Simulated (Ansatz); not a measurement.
**One relaxed cell of CsCu2Cl3 at several levels**

A database entry relaxed whole under r2SCAN at zero pressure (Cmcm, No. 63):

```
Cs Cu Cl
1.0
     4.91016   -6.12965    0.00000
     4.91016    6.12965    0.00000
     0.00000    0.00000    5.26373
Cs Cu Cl
2 4 6
Direct
  0.30642 0.69358 0.25000
  0.69358 0.30642 0.75000
  0.82937 0.82937 0.00000
  0.17063 0.17063 0.50000
  0.17063 0.17063 0.00000
  0.82937 0.82937 0.50000
  0.89777 0.10223 0.25000
  0.10223 0.89777 0.75000
  0.84144 0.59678 0.25000
  0.15856 0.40322 0.75000
  0.59678 0.84144 0.75000
  0.40322 0.15856 0.25000
```

Its volume is 26.40 Å³ an atom, +0.3 % against the entry's 26.32, a cell as deposited in COD (2023).

Single points on this cell with plane-wave PAW DFT (Ansatz 0.2.0; r2SCAN 500 eV, hybrids 420 eV; fermi-dirac occupations of width 0.020 eV; no moments): r2SCAN on a 4×4×6 Γ-centred mesh; r2SCAN with spin-orbit coupling on a 4×4×4 Γ-centred mesh; HSE06 on a 2×2×4 Γ-centred mesh; PBE0 on a 2×2×4 Γ-centred mesh.

How do gap, pressure and charges move from level to level?

The runs give:

| level | gap (eV), or kind | pressure (GPa) | Bader charge of Cs (e) | Bader charge of Cu (e) | Bader charge of Cl (e) |
| --- | --- | --- | --- | --- | --- |
| r2SCAN | 2.31 | 0.0 | +0.88 | +0.59 | -0.69 |
| r2SCAN with spin-orbit coupling | 2.30 | 0.0 | +0.88 | +0.59 | -0.69 |
| HSE06 | 3.68 | 1.3 | +0.88 | +0.58 | -0.68 |
| PBE0 | 4.41 | 1.2 | +0.88 | +0.57 | -0.68 |

Under r2SCAN the gap is 2.31 eV, over mesh and band path. HSE06 moves it by +1.36 eV and PBE0 by +2.10 eV; PBE0 keeps its exact exchange at long range, which widens the gap over HSE06's by 0.74 eV on their common mesh. Spin-orbit coupling moves the r2SCAN gap by -0.01 eV.

Caveats: the relaxation kept the start's symmetry; HSE06 is read on its mesh and at the zone's corners, PBE0 on its mesh alone; the relaxed cell lies far from the entry, by an error of the functional or of the entry; hybrid pressures are good to a few tenths of a GPa; pressure is positive in compression.
